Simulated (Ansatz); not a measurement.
CoPtAu:
```xyz
3
Lattice="2.7888 0.0000 0.0000 -1.3944 2.4152 0.0000 0.0000 0.0000 6.7360" Properties=species:S:1:pos:R:3 pbc="T T T"
Co     0.0000     0.0000     0.0523
Pt     0.0000     1.6101     2.0903
Au     1.3944     0.8051     4.5935
```
The run is spin-polarised; directions of the spins, atom by atom: ↑ ↑ 0.

Relaxed with PBE. Special points in fractions of this cell's reciprocal vectors: Γ (0.000, 0.000, 0.000); M (0.500, 0.000, 0.000); K (0.333, 0.333, 0.000); A (0.000, 0.000, 0.500); L (0.500, 0.000, 0.500); H (0.333, 0.333, 0.500).

Q: List the band energies nearest the Fermi level at these points for DFT-PBE in the program Ansatz with PAW potentials.

A: In eV from the Fermi level; about four levels below and three above (degenerate sets whole), none deeper than 8.9 eV; points with the same levels are listed once.

```csv
k,below,above
Γ ↑,-1.86 -1.86 -1.01 -1.01,8.40 9.78 15.23
M ↑,-1.64 -1.36 -0.96 -0.89,0.08 0.92 1.44
K ↑,-2.01 -1.63 -1.41 -1.14,2.84 3.34 4.26
A ↑,-1.91 -1.91 -0.82 -0.82 -0.41,4.54 13.63 14.85
L ↑,-1.39 -1.29 -1.17 -0.66,0.08 1.41 2.35
H ↑,-1.88 -1.38 -1.29 -0.85,3.60 3.81 4.65
Γ ↓,-1.44 -1.44 -1.02 -0.33 -0.33,0.40 0.40 8.50
M ↓,-2.21 -1.87 -1.63 -1.28,0.18 0.20 0.49
K ↓,-2.76 -0.73 -0.61 -0.15,0.01 0.29 3.15
A ↓,-1.38 -0.37 -0.33 -0.33,0.53 0.53 4.90
L ↓,-1.78 -1.61 -0.82 -0.69,0.01 0.13 0.34
H ↓,-2.84 -0.71 -0.61 -0.14,0.22 0.41 4.07
```

Space group P3m1. The start of the workflow was typed in or built on a structure type; neither database checked (COD, Materials Project) lists it. Whether it is the stable phase at ambient conditions was not checked. Symmetry was held in the PBE relaxation; whether a distortion lowers the energy is not shown. Magnetic state: ferromagnetic, the only order run, not a proven ground state. Scalar-relativistic: spin–orbit coupling is off unless named, which matters more the heavier the elements.

Potentials: the later of the program's two PAW sets.
